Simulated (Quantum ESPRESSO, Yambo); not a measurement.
# Levels of theory for the gap of HgI

HgI (space group I4/mmm, No. 139): one geometry, one set of PBEsol (pw.x of Quantum ESPRESSO, ONCV potentials, without SOC) orbitals, self-energies from Yambo (4×4×4 Γ-centred k mesh, bands 9 to 163 and a 6 Ry block in the screening, 163 bands in G with the Bruneval-Gonze terminator, plasmon pole fitted at 27.2 eV).

Cell and atoms were relaxed with PBE+D3(BJ) from Materials Project entry mp-22859, within its symmetry.

```tsv
level	gap N → P (eV)	direct gap at P (eV)	rough Yambo cost
PBEsol (Quantum ESPRESSO)	1.28	1.84	–
exchange only (Hartree-Fock self-energy on PBEsol orbitals)	6.47	6.77	about 1/10 (10 states)
static COHSEX@PBEsol	2.44	2.98	within a factor of two (3 states)
G0W0@PBEsol, plasmon pole	2.14	2.66	1 (10 states)
```

Bare exchange has no screening and gives the widest gap; static COHSEX screens it but leaves out the frequency dependence, which G0W0 restores. The mesh misses a band edge: along a dense path the PBEsol gap is 1.13 eV against 1.28 eV on the mesh.

Costs are rough ratios of core time on shared machines.

Convergence of the G0W0 settings was not tested.

Without spin-orbit coupling, band edges of such heavy elements can be off by tenths of an eV.
